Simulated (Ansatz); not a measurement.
This TaMo₄ structure is the end of a relaxation. The cell was found from a structure generator's guess, not taken from experiment.

Computed with DFT PBE, scalar-relativistic, plane waves, PAW (Ansatz). Cutoff 420 eV, Γ-centred mesh, Gaussian smearing, no spin polarisation.

```cif
data_structure
_symmetry_space_group_name_H-M 'P 1'
_symmetry_Int_Tables_number 1
_cell_length_a 6.9334
_cell_length_b 6.9334
_cell_length_c 2.7754
_cell_angle_alpha 97.563
_cell_angle_beta 97.563
_cell_angle_gamma 37.867
_cell_volume 81.10
loop_
_atom_site_label
_atom_site_type_symbol
_atom_site_fract_x
_atom_site_fract_y
_atom_site_fract_z
_atom_site_occupancy
Ta1 Ta 0.00000 0.00000 0.50000 1
Mo1 Mo 0.39797 0.39797 0.09461 1
Mo2 Mo 0.60203 0.60203 0.90539 1
Mo3 Mo 0.79906 0.79906 0.70448 1
Mo4 Mo 0.20094 0.20094 0.29552 1
```

The zero of energy is the elements' standard structures at the same level; no fitted shifts are applied.

Question: What space group does it have?

Answer: C2/m (No. 12), with Ta and Mo ordered on bcc sites. Conventional cell: a = 13.117 Å, b = 4.499 Å, c = 2.775 Å, β = 98.0°. Ta is surrounded by 6 Mo at 2.77 Å, 2 Ta at 2.78 Å and 6 Mo at 3.19 Å; around Mo on its first site lie 6 Mo at 2.72–2.80 Å, 2 Ta at 2.77 Å, 4 Mo at 3.16–3.25 Å and 2 Ta at 3.19 Å; around Mo on its second site lie 7 Mo at 2.72–2.78 Å, 1 Ta at 2.77 Å, 5 Mo at 3.16–3.20 Å and 1 Ta at 3.19 Å.

Question: What is its formation energy per atom?

Answer: −0.07 eV/atom. It lies below the elements, which doesn't yet make it stable against other compounds or structures.

Question: Is it a metal?

Answer: Yes, bands cross the Fermi level on the 10×10×14 mesh.

The last run used a 10×10×14 mesh (in the run's order of axes) for its 5-atom cell and Gaussian smearing of 0.10 eV. Spin–orbit coupling, which can matter for Ta, is left out. This cell was reached by moving the atoms of another relaxed cell at random and relaxing again, last within the group found; it had no such test of its own.
